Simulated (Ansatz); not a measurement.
Relaxation of a relaxed TiC cell, doubled along one cell vector, shaken by Gaussian noise of σ = 0.08 Å a coordinate; 12 atoms in the cell, which starts as P1 (No. 1), aP12; a = 5.3122 Å, b = 5.3122 Å, c = 5.7671 Å, α = 100.42°, β = 100.42°, γ = 116.80°. These are r2SCAN (plane waves to 500 eV, PAW, scalar-relativistic; Ansatz, an electronic-structure program) values and carry that method's errors. Γ-centred k-mesh 9×5×9 on the run's cell (coarser than for final values), Fermi–Dirac smearing 0.05 eV. This is the first round of the run. 

The optimiser's lines from the output (shortened; P is positive under compression):

```
relax step   1: F+E_penalty+E_count = -16538.35520331 eV  Δ(F+E_penalty+E_count) = +0.000e0 eV  max|allowed force component| = 2.552e0 eV/Å  Δτ_max = 0.0000 Å  P = +3.332 GPa  Ω = 136.329 Å³  (11 SCF iters, dr2 threshold 1.00e-7 eV, accepted)
relax step   2: F+E_penalty+E_count = -16539.40588687 eV  Δ(F+E_penalty+E_count) = -1.051e0 eV  max|allowed force component| = 1.239e0 eV/Å  Δτ_max = 0.1747 Å  P = +1.894 GPa  Ω = 135.404 Å³  (10 SCF iters, dr2 threshold 1.20e-6 eV, accepted)
relax step   3: F+E_penalty+E_count = -16540.09184451 eV  Δ(F+E_penalty+E_count) = -6.860e-1 eV  max|allowed force component| = 4.513e-1 eV/Å  Δτ_max = 0.2000 Å  P = -2.021 GPa  Ω = 135.015 Å³  (9 SCF iters, dr2 threshold 1.20e-6 eV, accepted)
relax step   4: F+E_penalty+E_count = -16540.12547935 eV  Δ(F+E_penalty+E_count) = -3.363e-2 eV  max|allowed force component| = 5.585e-1 eV/Å  Δτ_max = 0.1906 Å  P = +0.797 GPa  Ω = 131.811 Å³  (10 SCF iters, dr2 threshold 1.20e-6 eV, accepted)
relax step   5: F+E_penalty+E_count = -16540.51184987 eV  Δ(F+E_penalty+E_count) = -3.864e-1 eV  max|allowed force component| = 5.813e-1 eV/Å  Δτ_max = 0.0925 Å  P = +1.564 GPa  Ω = 131.196 Å³  (9 SCF iters, dr2 threshold 1.20e-6 eV, accepted)
relax step   6: F+E_penalty+E_count = -16541.36093500 eV  Δ(F+E_penalty+E_count) = -8.491e-1 eV  max|allowed force component| = 1.580e0 eV/Å  Δτ_max = 0.1203 Å  P = +1.744 GPa  Ω = 131.071 Å³  (9 SCF iters, dr2 threshold 1.20e-6 eV, accepted)
relax step   7: F+E_penalty+E_count = -16543.58436661 eV  Δ(F+E_penalty+E_count) = -2.223e0 eV  max|allowed force component| = 2.307e0 eV/Å  Δτ_max = 0.1562 Å  P = +0.409 GPa  Ω = 129.581 Å³  (9 SCF iters, dr2 threshold 1.20e-6 eV, accepted)
relax step   8: F+E_penalty+E_count = -16545.98031410 eV  Δ(F+E_penalty+E_count) = -2.396e0 eV  max|allowed force component| = 2.159e0 eV/Å  Δτ_max = 0.1539 Å  P = -0.723 GPa  Ω = 126.265 Å³  (9 SCF iters, dr2 threshold 1.20e-6 eV, accepted)
relax step   9: F+E_penalty+E_count = -16548.04270647 eV  Δ(F+E_penalty+E_count) = -2.062e0 eV  max|allowed force component| = 3.749e-1 eV/Å  Δτ_max = 0.2000 Å  P = -1.354 GPa  Ω = 122.329 Å³  (9 SCF iters, dr2 threshold 1.20e-6 eV, accepted)
relax step  10: F+E_penalty+E_count = -16548.10013576 eV  Δ(F+E_penalty+E_count) = -5.743e-2 eV  max|allowed force component| = 5.537e-3 eV/Å  Δτ_max = 0.0299 Å  P = -0.763 GPa  Ω = 121.933 Å³  (6 SCF iters, dr2 threshold 1.20e-6 eV, accepted)
relax step  11: F+E_penalty+E_count = -16548.10168785 eV  Δ(F+E_penalty+E_count) = -1.552e-3 eV  max|allowed force component| = 1.642e-3 eV/Å  Δτ_max = 0.0004 Å  P = -0.067 GPa  Ω = 121.607 Å³  (4 SCF iters, dr2 threshold 1.20e-6 eV, accepted)
relax step  12: F+E_penalty+E_count = -16548.10171242 eV  Δ(F+E_penalty+E_count) = -2.457e-5 eV  max|allowed force component| = 2.477e-4 eV/Å  Δτ_max = 0.0001 Å  P = +0.001 GPa  Ω = 121.576 Å³  (4 SCF iters, dr2 threshold 1.84e-8 eV, accepted)
relax step  13: F+E_penalty+E_count = -16548.09931334 eV  Δ(F+E_penalty+E_count) = +2.399e-3 eV  max|allowed force component| = 2.501e-4 eV/Å  Δτ_max = 0.0000 Å  P = +0.004 GPa  Ω = 121.576 Å³  stress off target by 4.96e-2 GPa  SCF on the basis re-selected at this cell (its energy is not comparable with the rows above)  (8 SCF iters)
relax step  14: F+E_penalty+E_count = -16548.09931585 eV  Δ(F+E_penalty+E_count) = -2.515e-6 eV  max|allowed force component| = 6.644e-5 eV/Å  Δτ_max = 0.0000 Å  P = +0.000 GPa  Ω = 121.578 Å³  (4 SCF iters, dr2 threshold 6.15e-9 eV, accepted)
relax step  15: F+E_penalty+E_count = -16548.09931652 eV  Δ(F+E_penalty+E_count) = -6.705e-7 eV  max|allowed force component| = 6.389e-5 eV/Å  Δτ_max = 0.0000 Å  P = +0.000 GPa  Ω = 121.578 Å³  stress off target by 1.11e-3 GPa  SCF on the basis re-selected at this cell (its energy is not comparable with the rows above)  (4 SCF iters)
```

From the first to the last row the energy changes by -0.81 eV/atom and the volume by -10.8 %. The last row is marked as not comparable with the walk above it, whose basis was carried along; it does compare with step 1, since both stand on a basis selected at the nominal cutoff for their own cell.

Later rounds, restarted from the end of this one on a renewed k-mesh, logged 7 more steps and released under 0.01 eV/atom more. The final structure after all rounds: Fm-3m (No. 225), cF8, rock salt type; a = b = c = 4.3279 Å, α = β = γ = 90.00°. Between re-selections the logged energies stand on a plane-wave basis carried along with the cell. No spin polarisation in the result.

Of the parent cell (R3m (No. 160)): it is a generated cell of TiC: the first start was made by placing the elements on the sites of a structure type, and the end was not matched to a known phase here, so it may be hypothetical. Known forms of TiC include space group No. 225.
